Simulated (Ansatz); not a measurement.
## TaTeP: relaxation step by step

Recipe of this trial structure of TaTeP: random cell by space group and Wyckoff sites (P4/mmm, No. 123). The dimensions are guesses.

```
CELL_PARAMETERS angstrom
4.50180 0.00000 0.00000
0.00000 4.50180 0.00000
0.00000 0.00000 7.14667
ATOMIC_POSITIONS crystal
Ta 0.50000 0.50000 0.50000
Te 0.50000 0.50000 0.00000
P 0.00000 0.00000 0.50000
```

Computed with DFT PBE, scalar-relativistic, plane waves, PAW in Ansatz. Cutoff 420 eV, Gaussian smearing, Γ-centred meshes. Cell and atoms relax first on a coarse mesh and then on a finer one. In between, the cell is made exact in the group found at 0.06 Å. In metals the finer mesh still leaves noise of several meV/atom or more. The steps can't lower the symmetry of their start. No spin polarisation.

Steps on the 4×4×4 mesh (3 atoms, 9 steps). The free energy counts from the last step; the plane-wave basis is renewed at times, which shifts energy and pressure.

| step | ΔF (meV/atom) | V (Å³/atom) | P (GPa) |
| --- | --- | --- | --- |
| 1 | 2343.8 | 48.28 | -13.84 |
| 2 | 1768.0 | 42.25 | -15.95 |
| 3 | 1172.0 | 36.73 | -17.36 |
| 4 | 624.1 | 31.91 | -16.80 |
| 5 | 196.1 | 27.55 | -12.14 |
| 6 | 18.0 | 23.06 | 1.74 |
| 7 | 3.9 | 22.75 | 0.87 |
| 8 | -0.8 | 23.05 | -0.09 |
| 9 | 0.0 | 23.05 | -0.11 |

The relaxed structure, after a last relaxation on the converged mesh:

```
Ta Te P
1.0
     3.48261    0.00000    0.00000
     0.00000    3.48261    0.00000
     0.00000    0.00000    5.66646
Ta Te P
1 1 1
Direct
  0.50000 0.50000 0.50000
  0.50000 0.50000 0.00000
  0.00000 0.00000 0.50000
```

The symmetry stays P4/mmm (No. 123). The volume per atom shrinks by 52.5 %, from 48.3 to 22.9 Å³. The shortest distance goes from 3.18 Å (Ta–P) to 2.46 Å (Ta–P). The energy falls by about 2.3 eV/atom (the start's value is from the coarse mesh). Ta is surrounded by 4 P at 2.46 Å and 2 Te at 2.83 Å; Te has 2 Ta at 2.83 Å; P has 4 Ta at 2.46 Å.

```yaml
Volume_per_atom: 22.91 Å³
Density: 8.20 g/cm³
Energy_over_the_elements: −0.18 eV/atom
Gap_on_the_14×14×8_mesh_of_the_3-atom_cell: 0 eV (a metal)
```

Formation energies are uncorrected and refer to the elements' standard structures at the same level. The references include black phosphorus.

The last run used Gaussian smearing of 0.10 eV. Spin–orbit coupling, which can matter for Ta and Te, is left out. The reference forms of P and Te are held partly by dispersion forces, which this level lacks. Symmetry constrained the relaxation, so the result can be a saddle point. In all, the 4 runs took 100 s on 1 thread of Arm Neoverse V2 (shared host).
